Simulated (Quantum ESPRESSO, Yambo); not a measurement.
CdSe (zinc blende, space group F-43m, No. 216) under isotropic strain (on all lattice vectors), counted from the cell relaxed with PBEsol, atoms relaxed at each step. PBEsol (Quantum ESPRESSO, PseudoDojo norm-conserving, 102 Ry, without SOC); G0W0 in Yambo (4×4×4 Γ-centred k mesh, bands 10 to 113 and a 8 Ry block in the screening, 113 bands in G with the Bruneval-Gonze terminator, plasmon pole fitted at 27.2 eV).

```json
[
 {"strain s (%)": "-3", "PBEsol direct gap at Γ (eV)": "?", "G0W0 direct gap at Γ (eV)": "?"},
 {"strain s (%)": "-1.5", "PBEsol direct gap at Γ (eV)": "0.568", "G0W0 direct gap at Γ (eV)": "1.936"},
 {"strain s (%)": "-0.7", "PBEsol direct gap at Γ (eV)": "0.521", "G0W0 direct gap at Γ (eV)": "1.870"},
 {"strain s (%)": "0", "PBEsol direct gap at Γ (eV)": "0.480", "G0W0 direct gap at Γ (eV)": "1.813"},
 {"strain s (%)": "+1", "PBEsol direct gap at Γ (eV)": "0.422", "G0W0 direct gap at Γ (eV)": "1.743"},
 {"strain s (%)": "+2", "PBEsol direct gap at Γ (eV)": "0.365", "G0W0 direct gap at Γ (eV)": "1.661"}
]
```

Problem. Fit a parabola in s to each column by least squares and predict the withheld row.

Solution. PBEsol: E = 0.480 − 0.0582 s + 0.0003 s² (largest residual 0 meV), giving 0.657 eV at s = -3; the run gave 0.655 eV, a miss of 2 meV. G0W0: E = 1.816 − 0.0781 s + 0.0007 s² (largest residual 5 meV), giving 2.057 eV at s = -3; the run gave 2.055 eV, a miss of 2 meV. The withheld row lies outside the fitted range, so this is an extrapolation. The GW settings are held fixed; their convergence isn't established. The screening block changes size along the series (169 vectors at -3 %, 169 vectors at -1.5 %, 169 vectors at -0.7 %, 169 vectors at +0 %, 181 vectors at +1 %, 181 vectors at +2 %), which puts steps into the G0W0 values. Spin-orbit splittings are left out.

The standard potential for Se keeps a d shell in the valence without the s and p states of that shell. In tests on such compounds this moved G0W0 gaps by up to about 0.9 eV, so absolute quasiparticle energies here are unreliable; differences between settings are what counts.
